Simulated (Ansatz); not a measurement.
Relaxed-ion elastic tensor of CaAlHO$_{2}$ in space group P4/mmm (No. 123; Ca on 1d, Al on 1a, O on 2f, H on 1b) in GPa (Voigt order), r²SCAN (plane waves, PAW; program Ansatz); density 3.46 g/cm³, 9.60 Å³ per atom.

```
 322   134  68.6   0.0   0.0   0.0
 134   322  68.6   0.0   0.0   0.0
68.6  68.6   237   0.0   0.0   0.0
 0.0   0.0   0.0   110   0.0   0.0
 0.0   0.0   0.0   0.0   110   0.0
 0.0   0.0   0.0   0.0   0.0   176
```

### Question
Is the crystal mechanically stable?

### Answer
Yes: the smallest eigenvalue of C is 110 GPa.

### Question
Work out the Voigt, Reuss and Hill averages.

### Answer
K_V = 158, K_R = 151, K_H = 155; G_V = 120, G_R = 113, G_H = 117 GPa.

### Question
Give Young's modulus, Poisson's ratio, Pugh's ratio and the universal anisotropy index.

### Answer
E = 9KG/(3K + G) = 279 GPa; ν = 0.20; K/G = 1.33 (brittle by the Pugh limit of 1.75); A_U = 5G_V/G_R + K_V/K_R − 6 = 0.34.

### Question
Estimate the sound speeds and the Debye temperature.

### Answer
v_l = √((K + 4G/3)/ρ) = 9460 m/s, v_t = √(G/ρ) = 5800 m/s, mean 6400 m/s; Θ = (h/k)(3n/4πV)^(1/3) v_m = 897 K.

### Question
How much does each axis shrink under pressure?

### Answer
Linear compressibilities β_i = Σ_j S_ij (j = 1 to 3): x 1.7, y 1.7, z 3.2 per TPa.

The start of the workflow was typed in or built on a structure type; neither database checked (COD, Materials Project) lists it. Its standing as an ambient phase is unchecked. Symmetry was held in the r²SCAN relaxation; whether a distortion lowers the energy is not shown.

Potentials: the earlier of the program's two PAW sets.
